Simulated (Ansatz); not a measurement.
## NaInP₂O₇ — ²³Na nuclear quadrupole resonance

Cell: a measured structure from the Crystallography Open Database (COD) whose atoms were relaxed with PBE, the cell held.

```cif
data_NaInP2O7
_symmetry_space_group_name_H-M 'P2_1/c'
_symmetry_Int_Tables_number 14
_cell_length_a 7.5003
_cell_length_b 8.1774
_cell_length_c 9.8350
_cell_angle_alpha 90.000
_cell_angle_beta 112.136
_cell_angle_gamma 90.000
loop_
_atom_site_label
_atom_site_type_symbol
_atom_site_symmetry_multiplicity
_atom_site_Wyckoff_symbol
_atom_site_fract_x
_atom_site_fract_y
_atom_site_fract_z
Na Na 4 e 0.2847 0.0167 0.2862
In In 4 e 0.7474 0.9974 0.2507
P9 P 4 e 0.6702 0.2194 0.9547
P13 P 4 e 0.9236 0.7511 0.5367
O17 O 4 e 0.0368 0.0880 0.3756
O21 O 4 e 0.8197 0.7729 0.3708
O25 O 4 e 0.6200 0.1051 0.3955
O29 O 4 e 0.8223 0.8759 0.0922
O33 O 4 e 0.5393 0.0885 0.8588
O37 O 4 e 0.6982 0.2180 0.1172
O41 O 4 e 0.8694 0.1676 0.9359
```

One atom of each set is listed.

All values are calculated (Ansatz; DFT, PBE, plane waves and PAW, scalar-relativistic, 420 eV cutoff, Γ-centred 3×3×3 k-points, Fermi–Dirac smearing 0.02 eV), not measured.

²³Na: I = 3/2, Q = 104.0 mb (year-2017 value). Static lattice, zero field.

Q: At which frequencies do the ²³Na NQR lines lie?

A: For I = 3/2 there is one line, ν = (|C_Q|/2)(1 + η²/3)^½.

```csv
site,atoms,V_zz (10²¹ V/m²),C_Q (MHz),η,line frequencies (MHz)
Na,4,-0.85,-2.15,0.47,1.11
```
